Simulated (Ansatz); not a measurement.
The start is a relaxed As cell, doubled along one cell vector, shaken by Gaussian noise of σ = 0.08 Å a coordinate. Cell shape, volume and atoms are optimised at zero target pressure with PBE (plane waves to 420 eV, PAW, scalar-relativistic; Ansatz, a quantum-chemistry and plane-wave program). First-step values are on the input's coarse k-mesh.

Ansatz input (later rounds restart from its end on a renewed k-mesh):
Ansatz 0.2 input:
```yaml
crystal:
  lattice:
    - [0, 3.0537577151, 3.0537577151]
    - [3.0537577151, 0, 3.0537577151]
    - [6.1075154302, 6.1075154302, 0]
  atoms:
    - { symbol: As, position: [0.2651197628, 0.2601193851, 0.1224987496] }
    - { symbol: As, position: [0.2237347264, 0.2662669968, 0.6310209046] }
    - { symbol: As, position: [0.0070398795, 0.0426021566, -0.0162073803] }
    - { symbol: As, position: [0.0130699474, 0.0245526322, 0.4870369225] }
basis: { ecutwfc: 420, ecutrho_ratio: 4, xc_grid: 2, fft_grid_basis: typed }
kpoints: { mp_grid: { grid: [7, 7, 4] } }
hamiltonian:
  xc: pbe
  dispersion: none
  pseudopotentials: { azcp: { folder: ./paw }, kind: paw }
scf: { occupations: { method: fermi_dirac, width: 0.05 } }
relax: { f_tol: 0.01, max_steps: 100, cell: { stress_tol: 0.02 } }
output: { forces: true, stress: true }
```

Q: What is the largest force in the starting geometry, and on which atom (counted from 1)?

A: About 0.7 eV/Å, on As2 (atoms numbered as listed).

Q: How does the volume per atom move from start to end?

A: -20.2 %, from 28.48 to 22.73 Å³/atom.

Q: How do the shortest distances between atoms change?

A: The closest pairs of elements (up to four, under 3.6 Å), start → end: As–As 2.49 → 2.55 Å.

Q: What band gap does the relaxed structure have at this level?

A: Zero (metallic).

Q: Give the final cell and atomic positions.

A: 
```cif
data_As6
_chemical_formula_sum 'As6'
_space_group_name_H-M_alt 'R-3m :H'
_space_group_IT_number 166
_space_group_name_Hall '-R 3 2"'
_cell_length_a 3.80938
_cell_length_b 3.80938
_cell_length_c 10.85843
_cell_angle_alpha 90.000
_cell_angle_beta 90.000
_cell_angle_gamma 120.000
loop_
_atom_site_label
_atom_site_type_symbol
_atom_site_symmetry_multiplicity
_atom_site_Wyckoff_symbol
_atom_site_fract_x
_atom_site_fract_y
_atom_site_fract_z
_atom_site_occupancy
As1 As 6 c 0.00000 0.00000 0.22602 1
```
(The calculation used a cell of 2 atoms; values per cell refer to that cell.)

Final values are on a 15×15×13 k-mesh of the relaxed cell. No spin polarisation in the result.

Of the parent cell (Fd-3m (No. 227)): it is a generated cell of As: the first start was made by placing the elements on the sites of a structure type, and the end was not matched to a known phase here, so it may be hypothetical. Known forms of As include space group No. 166.
